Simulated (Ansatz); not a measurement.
**What DFT gives for SbHPd**

```
Pd Sb H
1.0
     5.64418    0.00000    0.00000
     0.00000    5.64418    0.00000
     0.00000    0.00000    5.64418
Pd Sb H
4 4 4
Direct
  0.99618 0.99618 0.99618
  0.50382 0.00382 0.49618
  0.49618 0.50382 0.00382
  0.00382 0.49618 0.50382
  0.62342 0.62342 0.62342
  0.87658 0.37658 0.12342
  0.12342 0.87658 0.37658
  0.37658 0.12342 0.87658
  0.38203 0.38203 0.38203
  0.11797 0.61797 0.88203
  0.88203 0.11797 0.61797
  0.61797 0.88203 0.11797
```

Method: r2SCAN, no spin polarisation; PAW, plane waves to 500 eV, 6×6×6 Γ-centred mesh, fermi-dirac occupations (width 0.0957 eV) (Ansatz 0.2.0), atoms fixed.

- Charges: Bader charges in e: Sb +0.81, H -0.31, Pd -0.50. In the mean Sb gives up most and Pd takes most.
- Forces: The largest is on Pd1 (and as large on other atoms): 5.01 eV/Å, components (-2.89, -2.89, -2.89). It makes 59° with the line to a nearest neighbour, H10 at 2.33 Å.
- Contacts: Pd–H at 2.33 Å: least valence density 0.21 e/Å³ and ELF 0.26 there. Sb–H at 2.36 Å: least valence density 0.25 e/Å³ and ELF 0.52 there. Pd–Sb at 2.36 Å: least valence density 0.69 e/Å³ and ELF 0.39 there. Both are smooth PAW fields, read partly inside the augmentation spheres.
- Formation energy: 0.65 eV an atom against the elements' usual phases (free molecules for gases, crystals otherwise, with no correction for O₂ or N₂), so at this geometry it isn't bound against them. Relaxing would lower it.
- At the Fermi level: It is a metal, with about 4.3 states/eV a cell as the mean within 0.25 eV of the Fermi level, mostly Sb p (54 %) and Pd d (21 %).

Origin: a known structure type with other elements, at an estimated volume, so it need not be a known compound. Caveats: atoms or cell far from equilibrium.
